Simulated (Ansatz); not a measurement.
An Ansatz (a program for electronic structure) run. Input:

Ansatz 0.2 input:
```yaml
crystal:
  lattice:
    - [2.7412698585, 0.0, 0.0]
    - [-1.3706349293, 2.3740093361, 0.0]
    - [0.0, 0.0, 8.805487947]
  atoms:
    - { symbol: Os, position: [0.0, 0.0, 0.0] }
    - { symbol: Os, position: [0.0, 0.0, 0.5] }
    - { symbol: Os, position: [0.3333333333, 0.6666666667, 0.25] }
    - { symbol: Os, position: [0.6666666667, 0.3333333333, 0.75] }
kpoints:
  mp_grid: { grid: [17, 17, 5] }
hamiltonian:
  xc: pbe
  pseudopotentials: { kind: paw }
scf:
  occupations: { method: fermi_dirac, width: 0.1 }
phonons:
  method: dfpt
  response_accuracy: low
  eigenvectors: true
  rigid_motions: translations
```

Output (shortened):

```
Pseudopotential: Os, paw, valence charge 16
Functional definition: PBE
Crystal: 4 atoms, lattice volume = 57.304 Å³
Basis set: ecut = 420 eV, 1127 PW (Γ), exchange–correlation on 40×40×120 points (8 copies of the dense FFT grid, shifted against one another)
Bands: 39, of which v1, the nominal top of the filled ones, is band 32 counted from 1 (31 counted from 0)
Symmetry: 24 space group operations
k-points: 387 of 1445 (irreducible under 2 space group operations, time reversal used)
SCF iter   1: F=—  HF=-45537.828947 eV  |F-HF|=—  |Δ(HF+E_count)|=         —  Δρ=8.54e-3  dr2=2.07e-2  ethr=1.77e-3  ⟨swp⟩=5.6  Hψ=50077  notcnv=0
preconditioner: auto → Kerker (q_TF=auto, 2.779 Å⁻¹)
SCF iter   2: F=—  HF=-45537.833796 eV  |F-HF|=—  |Δ(HF+E_count)|=   4.85e-3  Δρ=4.88e-3  dr2=6.77e-3  ethr=3.23e-5  ⟨swp⟩=1.5  Hψ=18774  notcnv=0
SCF iter   3: F=—  HF=-45537.835781 eV  |F-HF|=—  |Δ(HF+E_count)|=   1.99e-3  Δρ=3.35e-4  dr2=5.04e-5  ethr=1.06e-5  ⟨swp⟩=2.3  Hψ=20944  notcnv=0
SCF iter   4: F=—  HF=-45537.835781 eV  |F-HF|=—  |Δ(HF+E_count)|=   2.15e-7  Δρ=6.12e-5  dr2=3.68e-6  ethr=7.87e-8  ⟨swp⟩=2.1  Hψ=21577  notcnv=0
SCF iter   5: F=—  HF=-45537.835783 eV  |F-HF|=—  |Δ(HF+E_count)|=   2.57e-6  Δρ=1.91e-5  dr2=2.57e-7  ethr=5.76e-9  ⟨swp⟩=2.3  Hψ=21572  notcnv=0
SCF iter   6: F=—  HF=-45537.835783 eV  |F-HF|=—  |Δ(HF+E_count)|=   2.73e-8  Δρ=3.24e-6  dr2=3.02e-9  ethr=4.02e-10  ⟨swp⟩=2.2  Hψ=20436  notcnv=0
SCF iter   7: F=—  HF=-45537.835783 eV  |F-HF|=—  |Δ(HF+E_count)|=   1.72e-9  Δρ=4.65e-7  dr2=6.58e-11  ethr=4.71e-12  ⟨swp⟩=2.0  Hψ=21371  notcnv=0
SCF iter   8: F=-45537.835783 eV  HF=-45537.835783 eV  |F-HF|=7.28e-12  |Δ(HF+E_count)|=  2.91e-11  Δρ=5.85e-8  dr2=1.30e-12  ethr=1.00e-12  ⟨swp⟩=5.2  Hψ=61130  notcnv=0
SCF 1 converged in 8 iterations: F = -45537.835783 eV  dr2 = 1.30e-12
DFPT response loops at Γ: preconditioner auto → Kerker (q_TF=auto, 2.779 Å⁻¹) (partly filled bands, converged f_vac=0.000) …
the response loops of the zone centre start from zero, take more passes and end by a threshold …
SCF converged after 8 iterations
Free energy (F): -45537.835783 eV
Harris-Foulkes:  -45537.835783 eV  (|F-HF|=7.28e-12)
Internal energy: -45537.714883 eV  (E = F + TS)
E sigma→0 (E₀):  -45537.775333 eV
Entropy (-TS):   -0.120901 eV (-30.225 meV/atom)
Fermi energy:    25.251630 eV
--- Per-component energies (eV) ---
  E_band       = -300.214301
  E_kinetic    = 2246.228649
  E_local      = -3225.606509  (includes V_loc(G=0)·N_el)
  E_nonlocal   = -8.098697
  E_hartree    = 1330.269302
  E_xc         = -1066.519302
  E_vxc        = -1135.835385  (∫ρ·V_xc dr)
  E_paw        = -36046.827581  (= ΣΔE_a)
  E_vpaw       = -837.440598  (= ΣTr[D̂ρ^β])
  E_aug_tail   = -0.000366  (compensation charges beyond the density's cutoff)
  E_ewald      = -8767.160378
  E_smearing   = -0.120901  (= −TS)
  E_closure    = 0.000000  (closes the sum)
  Σ components = -45537.835783   (vs F -45537.835783, Δ=0.00e0)
  [band-id]    e_kinetic+e_local+e_nonlocal+2·e_hartree+e_vxc+e_vpaw+e_augmentation_tail = -300.214302   (vs E_band -300.214301, Δ=-6.05e-7)
--- Band table (eV; the first three rows and the last of 387) ---
  k-point 0: bands = ["-61.2667", "-61.2263", "-61.2082", "-61.1675", "-21.2094", "-20.7182", "-20.6891", "-20.3462", "-20.3462", "-20.2761", "-20.2761", "-20.2656", "-20.2656", "-20.1946", "-20.1946", "-20.1690", "14.5397", "16.8740", "16.8795", "17.6909", …
  k-point 1: bands = ["-61.2643", "-61.2348", "-61.1997", "-61.1699", "-21.1853", "-20.8634", "-20.5411", "-20.3425", "-20.3425", "-20.2948", "-20.2948", "-20.2468", "-20.2468", "-20.1983", "-20.1983", "-20.1959", "14.6590", "16.2108", "17.3819", "17.6997", …
  k-point 2: bands = ["-61.2576", "-61.2472", "-61.1872", "-61.1767", "-21.1149", "-21.0044", "-20.3929", "-20.3320", "-20.3320", "-20.3155", "-20.3155", "-20.2734", "-20.2259", "-20.2259", "-20.2091", "-20.2091", "15.0062", "15.5467", "17.6363", "17.7048", …
  k-point 386: bands = ["-61.1820", "-61.1785", "-61.1496", "-61.1461", "-20.9974", "-20.9631", "-20.9589", "-20.9207", "-20.6959", "-20.6678", "-20.5549", "-20.5403", "-20.5260", "-20.4891", "-20.3409", "-20.3372", "18.8965", "18.9765", "19.1843", "19.3469", …
--- Phonons (Γ-DFPT): 4 representative perturbations + reference, on 387 of 1445 k-points (Σ response iterations 25) ---
  ASR residual: 1.031e-3 → 0.000e0 eV/Å²; symmetrization residual: 6.285e-4 eV/Å²
  ASR residual per site (eV/Å²): 1.03e-3 1.03e-3 6.76e-4 6.76e-4
  Γ frequencies (cm⁻¹): 0.00 0.00 0.00 94.04 94.04 114.58 114.58 126.71 126.71 157.30 181.96 185.29
  non-analytic LO–TO correction: not included (Born effective charges unavailable; polar crystals: no LO–TO splitting at Γ)
```

Cost: roughly 8 core-minutes on shared cores.

Space group P6_3/mmc (dhcp (α-La type)). A made-up cell: these elements were put on the sites of a structure type. Its sites differ from those of the usual phase in this space group: another stacking or structure type. Symmetry was held in the PBE relaxation; of distortions, only those at the zone centre were tested. No spin polarisation was allowed. As this level gives no gap, phonon frequencies hold no LO–TO term and depend on the k-mesh and smearing (Fermi–Dirac, 0.1 eV here). Scalar-relativistic: spin–orbit coupling is off unless named, which matters more the heavier the elements.

Potentials: the later of the program's two PAW sets.

Ansatz is a plane-wave DFT program.
